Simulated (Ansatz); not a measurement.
Bcc Ta (100), 5 layers, DFT, LDA, PAW with Ansatz's default frozen-core files, scalar-relativistic (Ansatz 0.2.0), on 2 threads of Intel(R) Xeon(R) 6975P-C (Granite Rapids) (shared host).

Command: `ansatz run input.yaml --threads 2 --pin off --max-ram 4096MiB --backend cpu --events-out ev --progress --plain --runs-dir out`

```yaml
crystal:
  lattice:
    - [3.2528507656, 0.0, 0.0]
    - [0.0, 3.2528507656, 0.0]
    - [0.0, 0.0, 22.5057]
  atoms:
    - { symbol: Ta, position: [0.0, 0.0, 0.3640668192] }
    - { symbol: Ta, position: [0.5, 0.5, 0.426541596] }
    - { symbol: Ta, position: [0.0, 0.0, 0.5000000001] }
    - { symbol: Ta, position: [0.5, 0.5, 0.573458404] }
    - { symbol: Ta, position: [0.0, 0.0, 0.6359331808] }
kpoints:
  mp_grid: { grid: [11, 11, 1] }
scf:
  occupations: { method: fermi_dirac, width: 0.05 }
hamiltonian:
  xc: lda
  pseudopotentials: { kind: paw }
output:
  forces: true
  stress: true
  eigenvalues: true
  core_levels:
    shells: { Ta: ["4f"] }
    counted_from: fermi_level
    add_spin: false
```

(1) How large is the problem that the program sets up?

(2) About how long does it take, and how much memory?

Answers

(1) 21 irreducible k-points, 4723 plane waves at Γ, 39 bands.

(2) 24 s of wall time for 9 SCF iterations, with a peak of 0.6 GiB. Times on shared machines scatter by tens of per cent.
